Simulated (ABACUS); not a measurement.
Consider a self-consistent single point of GaSb (F-43m, 8 atoms in the cell; from Materials Project mp-1156, changed as shown).

```xyz
8
Lattice="6.2600 0.0000 0.0000 0.0000 6.2600 0.0000 0.0000 0.0000 6.2600" Properties=species:S:1:pos:R:3 pbc="T T T"
Ga     0.0000     0.0000     0.0000
Ga     0.0000     3.1300     3.1300
Ga     3.1300     0.0000     3.1300
Ga     3.1300     3.1300     0.0000
Sb     1.5650     1.5650     1.5650
Sb     1.5650     4.6950     4.6950
Sb     4.6950     1.5650     4.6950
Sb     4.6950     4.6950     1.5650
```

Method: PBE, numerical atomic orbitals SZP (confined pseudo-atomic orbitals with Gaussian additions; energy shift 0.01 Ry), PseudoDojo 0.5 standard norm-conserving PBE (tails mended) pseudopotentials (ABACUS 3.10.1).

ABACUS settings:

- basis = SZP numerical atomic orbitals, energy shift 0.01 Ry
- KPT = Gamma 4 4 4 0 0 0
- basis_type = lcao
- ecutwfc = 100 Ry
- smearing_method = fd
- smearing_sigma = 0.00367493 Ry
- potentials = PseudoDojo 0.5 standard norm-conserving PBE (tails mended)
- symmetry = 1
- symmetry_prec = 1e-05
- ks_solver = genelpa
- scf_nmax = 100
- scf_thr = 1.0e-06
- mixing_type = broyden
- mixing_beta = 0.7

Results:

* **Number of valence electrons**: 112
* **Number of bands**: 68
* **Number of k-points after the program's reduction**: 10
* **Size of the basis**: 168
* **Number of SCF iterations**: 7
* **Free energy E − TS**: -18220.1801 eV
* **Fermi level (on the code's own zero)**: 7.35 eV
* **Pressure**: 0.23 GPa

Stress (GPa, positive for compression):
```
0.23  0.00  0.00
0.00  0.23  0.00
0.00  0.00  0.23
```

For comparison: a first run was changed to give this one (lattice scaled by 1.02), and from it to this one the free energy falls by 18.8 meV/atom and the pressure goes from 3.31 to 0.23 GPa.

The atom-centred basis is finite, which shifts total energies and pressures against plane waves. A single-zeta basis is rough, for pressures and forces above all. The structure comes from a collection of computed structures, made at another level of theory; the collection holds predicted forms beside known ones. No clean gap shows at this smearing width and mesh (spacing up to 0.25 Å⁻¹); the mesh is coarse for partly filled bands, so the values carry mesh errors. Semi-local functionals can close small gaps.

Cost on one core: about 40 core-seconds (a rough figure).

The atomic orbitals were generated for these runs; they are not ABACUS's published sets and were checked against plane waves on a few crystals only.

“Tails mended”: in these copies of the files the far tail of each local potential was reset to the Coulomb form.
